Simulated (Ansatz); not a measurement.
CuI (zinc blende, space group No. 216), PBEsol in the plane-wave PAW code Ansatz: ε∞ = 6.70, cell volume 52.36 Å³. Infrared-active transverse modes:

```
ω_TO (cm⁻¹)  oscillator strength S_xx (e²/amu)
-----------  ---------------------------------
144.6                                  0.02371
```

Problem. Compute the static dielectric constant.

Solution. Each mode adds (4.921e7/V) S/ω²: 1.07. So ε0 = 7.77.

Problem. What LO frequency does the Lyddane–Sachs–Teller relation give?

Solution. ω_LO = ω_TO √(ε0/ε∞) = 156 cm⁻¹.

Space group F-43m (zinc blende). Symmetry was held in the PBEsol relaxation. The run is not spin-polarised. Spin–orbit coupling is left out wherever it is not named.

Potentials: the earlier of the program's two PAW sets. The files were generated under PBE; for other functionals the program regenerates the frozen cores, and for LDA and PBEsol the local potential too.
